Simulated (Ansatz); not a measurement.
Starting cell, BP (zinc blende):

```yaml
crystal:
  lattice:
    - [0.00000, 4.54829, 4.54829]
    - [2.27414, 0.00000, 2.27414]
    - [2.27414, 2.27414, 0.00000]
  atoms:
    - { symbol: P, position: [0.37500, 0.75000, 0.75000] }
    - { symbol: P, position: [0.87500, 0.75000, 0.75000] }
    - { symbol: B, position: [0.00000, 0.00000, 0.00000] }
    - { symbol: B, position: [0.50000, 0.00000, 0.00000] }
```

The atoms are displaced by Q × the pattern below (from a DFPT mode at L = (0.5, 0.0, 0.0), largest move 1; Q in Å), at fixed cell. It is one choice among 2 degenerate patterns. (q is in reciprocal vectors of the primitive cell; the cell shown is doubled to hold the pattern.)

| atom | x | y | z |
|---|---|---|---|
| P1 | 0.285 | -0.520 | 0.805 |
| P2 | -0.285 | 0.520 | -0.805 |
| B3 | -0.263 | 0.479 | -0.742 |
| B4 | 0.263 | -0.479 | 0.742 |

These are PBE (plane waves to 420 eV, PAW, scalar-relativistic; Ansatz, a first-principles code) values and carry that method's errors. k mesh 6×12×12 (Γ-centred), Fermi-Dirac smearing 0.05 eV. E stands for the smeared free energy. Compression counts positive. BP was relaxed with its symmetry unable to fall. The PAW data are Ansatz's earlier set. The zero of ΔE is the undisplaced structure.

```tsv
Q (Å)	ΔE (meV/cell)	P (GPa)
-0.180	244.7	-0.77
-0.150	?	-0.55
-0.120	?	-0.36
-0.090	60.6	-0.21
-0.060	26.9	-0.09
-0.030	?	-0.02
0.000	0.0	0.00
0.030	?	-0.02
0.060	26.9	-0.09
0.090	60.6	-0.21
0.120	?	-0.36
0.150	?	-0.55
0.180	244.7	-0.77
```

Question: Complete the blanks.

Answer: 
- -0.150, ΔE (meV/cell): 169.3
- -0.120, ΔE (meV/cell): 108.0
- -0.030, ΔE (meV/cell): 6.7
- 0.030, ΔE (meV/cell): 6.7
- 0.120, ΔE (meV/cell): 108.0
- 0.150, ΔE (meV/cell): 169.3

(A displaced cell: forces are minus the slopes of the energy, force constants its curvatures, and phonons follow from these.)
